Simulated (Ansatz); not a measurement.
LiBr:
Space group Fm-3m (No. 225); a = b = c = 5.3103 Å, α = β = γ = 90.00°

```csv
atom,site,symmetry,x,y,z
Li,4a,m-3m,0.0000,0.0000,0.0000
Br,4b,m-3m,0.5000,0.5000,0.5000
```
(The calculation used a cell of 2 atoms; values per cell refer to that cell.)

Relaxed with LDA (plane waves, PAW; program Ansatz). Indices refer to the conventional cell of Fm-3m, a = b = c = 5.310 Å, α = β = γ = 90.00°.

**Question.** Simulate the powder diffraction pattern (Co Kα, λ = 1.79026 Å; lines above 1 %) up to 2θ = 90°.

**Answer.** Simulated powder pattern, Co Kα, λ = 1.79026 Å (kinematic, ideal powder, no thermal factors, no anomalous dispersion; the 30 strongest lines at most, above 1 %, up to 2θ = 90°):

```json
[
 {"2θ (°)": "33.95", "d (Å)": "3.066", "I/Imax (%)": "100", "hkl": "(111)"},
 {"2θ (°)": "39.40", "d (Å)": "2.655", "I/Imax (%)": "64", "hkl": "(200)"},
 {"2θ (°)": "56.95", "d (Å)": "1.877", "I/Imax (%)": "44", "hkl": "(220)"},
 {"2θ (°)": "67.98", "d (Å)": "1.601", "I/Imax (%)": "40", "hkl": "(311)"},
 {"2θ (°)": "71.45", "d (Å)": "1.533", "I/Imax (%)": "15", "hkl": "(222)"},
 {"2θ (°)": "84.79", "d (Å)": "1.328", "I/Imax (%)": "7.5", "hkl": "(400)"}
]
```

Symmetry was held in the LDA relaxation; phonons on a q-mesh show no instability.

Potentials: the later of the program's two PAW sets.
